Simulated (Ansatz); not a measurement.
Ti₃Ni₃O: field gradients at two levels of theory

Cell: a COD entry, its atoms then relaxed with PBE in this cell.

```cif
data_Ti3Ni3O
_symmetry_space_group_name_H-M 'Fd-3m:1'
_symmetry_Int_Tables_number 227
_cell_length_a 11.1800
_cell_length_b 11.1800
_cell_length_c 11.1800
_cell_angle_alpha 90.000
_cell_angle_beta 90.000
_cell_angle_gamma 90.000
loop_
_atom_site_label
_atom_site_type_symbol
_atom_site_symmetry_multiplicity
_atom_site_Wyckoff_symbol
_atom_site_fract_x
_atom_site_fract_y
_atom_site_fract_z
Ti Ti 48 f 0.1942 0.5000 0.0000
Ni13 Ni 32 e 0.8357 0.8357 0.3357
Ni21 Ni 16 c 0.6250 0.6250 0.1250
O O 16 d 0.1250 0.1250 0.6250
```

One atom of each set is listed; the run and its k-mesh use a cell of 28 atoms with edges of 7.91, 7.91, 7.91 Å.

First run. Computed with Ansatz: DFT, PBE, plane waves and PAW, scalar-relativistic, collinear spin, 420 eV cutoff, Γ-centred 5×5×5 k-points, Fermi–Dirac smearing 0.05 eV. Start moments as typed (μB): 1.5 on each Ni, none on the rest.

```
site  V_zz (10²¹ V/m²)     η
  Ti             -2.53  0.16
Ni13              0.67  0.00
Ni21             -0.26  0.00
   O             -1.35  0.00
```

Second run. The same atoms and settings, except that the functional is r2SCAN and the cutoff is 500 eV.

Task: What does the second run give?

Result: 

```json
{"site": "Ti", "V_zz": "-2.41", "η": "0.11", "change of V_zz": "+0.12"}
{"site": "Ni13", "V_zz": "0.64", "η": "0.00", "change of V_zz": "-0.03"}
{"site": "Ni21", "V_zz": "0.007", "η": "0.00", "change of V_zz": "+0.27"}
{"site": "O", "V_zz": "-1.45", "η": "0.00", "change of V_zz": "-0.10"}
```

The largest change of V_zz is on Ni21, from -0.26 to 0.007. In per cent, |V_zz| changes by -5 on Ti (all sites that start above 2).

With no gap above 0.1 eV, as in a metal, the gradients converge slowly in k; expect changes of a tenth or more on a denser mesh. Semilocal functionals can leave a metal where correlation in the d or f shell opens a gap in the real compound, and that would change the values at and beside Ni and Ti. With these PAW files V_zz is typically within 2 to 3 % of all-electron values, but misses above 10 % occur on Ni. The start moments die out, and the run ends without spin.
For the first run: At this cell the PBE pressure is -6 GPa, so with PBE the cell would shrink if it were relaxed. The entry's cell may itself be off.
For the second run: At this cell the r2SCAN pressure is -11 GPa, so with r2SCAN the cell would shrink if it were relaxed. The entry's cell may itself be off. The program didn't check the stability of this electronic state in full, so a lower one may lie near.
